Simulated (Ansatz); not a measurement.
## Zone-centre phonons of MnPt₃: input and output

The calculation used DFT PBEsol, scalar-relativistic, plane waves, PAW (Ansatz).

Launched with:
```bash
ansatz run input.yaml --threads 2 --pin off --max-ram 6144MiB --backend cpu --events-out ev --progress --plain --runs-dir out
```

Input (bare energies are in eV):
```yaml
crystal:
  lattice:
    - [3.8732443647, 0.0, 0.0]
    - [0.0, 3.8732443647, 0.0]
    - [0.0, 0.0, 3.8732443647]
  atoms:
    - { symbol: Mn, position: [0.0, 0.0, 0.0], spin: 4.06 }
    - { symbol: Pt, position: [0.0, 0.5, 0.5], spin: 0.17 }
    - { symbol: Pt, position: [0.5, 0.0, 0.5], spin: 0.17 }
    - { symbol: Pt, position: [0.5, 0.5, 0.0], spin: 0.17 }
basis:
  ecutwfc: 420
kpoints:
  mp_grid: { grid: [12, 12, 12] }
hamiltonian:
  xc: pbesol
scf:
  occupations: { method: gaussian, width: 0.2 }
output:
  eigenvalues: true
  populations: true
magnetization:
  spin_polarized: true
phonons:
  method: dfpt
  eigenvectors: true
```

The end of the output:
```
--- Phonons (Γ-DFPT): 3 representative perturbations + reference, on 343 of 1728 k-points (Σ response iterations 9) ---
  k mesh reduced under 8 symmetry operations, with k and −k counted as one. Each operation leaves every solved displacement unchanged or reverses it
  ASR residual: 5.543e-5 → 0.000e0 eV/Å²; symmetrization residual: 6.879e-6 eV/Å²
  ASR residual per site (eV/Å²): 2.91e-5 5.54e-5 5.54e-5 5.54e-5
  Γ frequencies (cm⁻¹): 0.00 0.00 0.00 124.12 124.12 124.12 171.47 171.47 171.47 209.21 209.21 209.21
  non-analytic LO–TO correction: not included (Born effective charges unavailable; polar crystals: no LO–TO splitting at Γ)
--- Löwdin populations: 4 sites ---
  site symbol q [e]    m [muB]
     0     Mn     14.4808     3.7940
     1     Pt     17.9474     0.1442
     2     Pt     17.9474     0.1442
     3     Pt     17.9474     0.1442
  spilling = 0.009810 (of n_electrons = 69.000000)
```

The run took 3.2 min on 2 threads of Intel(R) Xeon(R) 6975P-C (Granite Rapids) (shared host), peak memory 3.6 GiB.

In a metal, frequencies and elastic constants depend on the k mesh and the smearing, soft modes and shear constants most. Spin–orbit coupling is left out, which matters for heavy elements.